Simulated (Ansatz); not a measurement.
W3N4 (space group Pm-3m)

```
CELL_PARAMETERS angstrom
      4.15584     0.00000     0.00000
      0.00000     4.15584     0.00000
      0.00000     0.00000     4.15584
ATOMIC_POSITIONS crystal
  N  0.50000 0.50000 0.50000
  N  0.50000 0.00000 0.00000
  N  0.00000 0.50000 0.00000
  N  0.00000 0.00000 0.50000
  W  0.50000 0.50000 0.00000
  W  0.00000 0.50000 0.50000
  W  0.50000 0.00000 0.50000
```

The slice is a {210} plane (indices of the conventional cell) through the point (0.000, 0.000, 0.500) (fractional), spanned by u = [100] and v = [021] in vectors of this cell: u (4.16 Å) and v (9.29 Å, at 90° to u). It covers one period; positions are fractions (u, v).

All values below come from LDA (plane waves to 420 eV, PAW, scalar-relativistic; Ansatz, a quantum-chemistry and plane-wave program). k mesh 11×11×11. Near the nuclei the fields are pseudised (PAW); where an atom keeps semicore shells as valence, they peak there. Spin-orbit coupling is left out, though W is heavy. W3N4 is run without spin polarisation. W3N4 was relaxed with its symmetry unable to fall.

Three fields on this plane, each scaled to ten steps between its own extremes (0 low, 9 high; the total valence density on a logarithmic scale, the potential cut 8 eV below its top; x marks points blanked near nuclei; v = 0 in the bottom row):

Map A
```
|xxx99xxxxx99xx|
|xxx88xxxxx88xx|
|x877789x987778|
|87766778776677|
|88766778776678|
|99766788876679|
|99877789877789|
|99877889887789|
|98777899987778|
|88766799976678|
|77666788876667|
|55555788875555|
|3334678x876433|
|12246xxxxx6422|
|00247xxxxx7420|
|0025xxxxxxx520|
|00247xxxxx7420|
|12246xxxxx6422|
|3334678x876433|
|55555788875555|
|77666788876667|
|88766799976678|
|98777899987778|
|99877889887789|
|99877789877789|
|99766788876679|
|88766778776678|
|87766778776677|
|x877789x987778|
|xxx88xxxxx88xx|
|xxx99xxxxx99xx|
|xxxxxxxxxxxxxx|
```

Map B
```
|xxx00xxxxx00xx|
|xxx00xxxxx00xx|
|x022000x000220|
|00021000001200|
|00002200022000|
|00001100011000|
|00000000000000|
|00000000000000|
|00010000000100|
|12330000000332|
|55541000001455|
|77764000004677|
|9987630x036789|
|99986xxxxx6899|
|99985xxxxx5899|
|9998xxxxxxx899|
|99985xxxxx5899|
|99986xxxxx6899|
|9987630x036789|
|77764000004677|
|55541000001455|
|12330000000332|
|00010000000100|
|00000000000000|
|00000000000000|
|00001100011000|
|00002200022000|
|00021000001200|
|x022000x000220|
|xxx00xxxxx00xx|
|xxx00xxxxx00xx|
|xxxxxxxxxxxxxx|
```

Map C
```
|xxx63xxxxx36xx|
|xxx52xxxxx25xx|
|x874234x432478|
|33333222223333|
|33223456543223|
|43223577753223|
|33233455543323|
|33333222223333|
|65543223223455|
|88642234322468|
|87532233322357|
|44212333332124|
|1101378x873101|
|00017xxxxx7100|
|00039xxxxx9300|
|0004xxxxxxx400|
|00039xxxxx9300|
|00017xxxxx7100|
|1101378x873101|
|44212333332124|
|87532233322357|
|88642234322468|
|65543223223455|
|33333222223333|
|33233455543323|
|43223577753223|
|33223456543223|
|33333222223333|
|x874234x432478|
|xxx52xxxxx25xx|
|xxx63xxxxx36xx|
|xxxxxxxxxxxxxx|
```

Q: Assign the maps to these fields: electron localisation function (ELF); valence electron density; electrostatic potential energy of an electron, from the cell's mean.

A: A is the valence electron density; B is the electrostatic potential energy of an electron, from the cell's mean; C is the electron localisation function (ELF).
